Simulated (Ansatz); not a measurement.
RuC:
```
CELL_PARAMETERS angstrom
      2.89466     0.00000     0.00000
     -1.44733     2.50685     0.00000
      0.00000     0.00000     2.65555
ATOMIC_POSITIONS crystal
  Ru 0.00000 0.00000 0.00000
  C  0.66667 0.33333 0.50000
```

Relaxed with PBEsol. Special points in fractions of this cell's reciprocal vectors: Γ (0.000, 0.000, 0.000); M (0.500, 0.000, 0.000); K (0.333, 0.333, 0.000); A (0.000, 0.000, 0.500); L (0.500, 0.000, 0.500); H (0.333, 0.333, 0.500).

Problem. List the band energies nearest the Fermi level at these points for DFT-PBEsol in the program Ansatz with PAW potentials.

Solution. In eV from the Fermi level; about four levels below and three above (degenerate sets whole), none deeper than 8.9 eV; … stands for higher levels left out; points with the same levels are listed once.

```json
[
 {"k": "Γ", "below": "-5.67 -5.67 -1.01 -1.01 -0.44", "above": "…"},
 {"k": "M", "below": "-5.69 -5.00 -2.56 -1.46", "above": "0.26 0.61 …"},
 {"k": "K", "below": "-4.87 -2.32 -1.85 -1.36", "above": "0.05 …"},
 {"k": "A", "below": "-4.89 -4.89 -3.33 -3.33", "above": "0.91 …"},
 {"k": "L", "below": "-6.70 -5.66 -1.40 -0.31", "above": "0.54 3.30 …"},
 {"k": "H", "below": "-7.26 -3.15 -2.95", "above": "0.10 2.15 3.17"}
]
```

Space group P-6m2. The cell is a constructed one: a structure type filled with these elements; neither database checked (COD, Materials Project) lists it. Its standing as an ambient phase is unchecked. The cell was relaxed with PBEsol under the symmetry of its start; whether a distortion lowers the energy is not shown. The run is not spin-polarised. Spin–orbit coupling is left out wherever it is not named.

Potentials: the earlier of the program's two PAW sets. The files were generated under PBE; for other functionals the program regenerates the frozen cores, and for LDA and PBEsol the local potential too.
